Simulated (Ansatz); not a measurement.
Cs2Pt:
```
CELL_PARAMETERS angstrom
      5.77519     0.00000     0.00000
     -2.88759     5.00146     0.00000
      0.00000     0.00000     7.89956
ATOMIC_POSITIONS crystal
  Cs 0.66667 0.33333 0.25000
  Cs 0.33333 0.66667 0.75000
  Cs 0.00000 0.00000 0.00000
  Cs 0.00000 0.00000 0.50000
  Pt 0.66667 0.33333 0.75000
  Pt 0.33333 0.66667 0.25000
```

The program Ansatz at the r²SCAN level (PAW) gives a gap of 2.04 eV without spin–orbit coupling, maximum at Γ, minimum off the standard path, at k = (-0.005, 0.276, 0.448) in fractions of the reciprocal vectors.

Task: What happens when spin–orbit coupling is switched on?

Result: The gap falls by 0.46 eV, to 1.58 eV; maximum at Γ, minimum off the standard path, at k = (0.000, 0.271, 0.448) in fractions of the reciprocal vectors.

Space group P6_3/mmc. The workflow started from a Materials Project entry (that database holds measured and hypothetical structures alike); the Crystallography Open Database copy checked does not list it. Its standing as an ambient phase is unchecked. The r²SCAN relaxation kept the symmetry of its start; whether a distortion lowers the energy is not shown. No spin polarisation was allowed.

Potentials: the later of the program's two PAW sets.
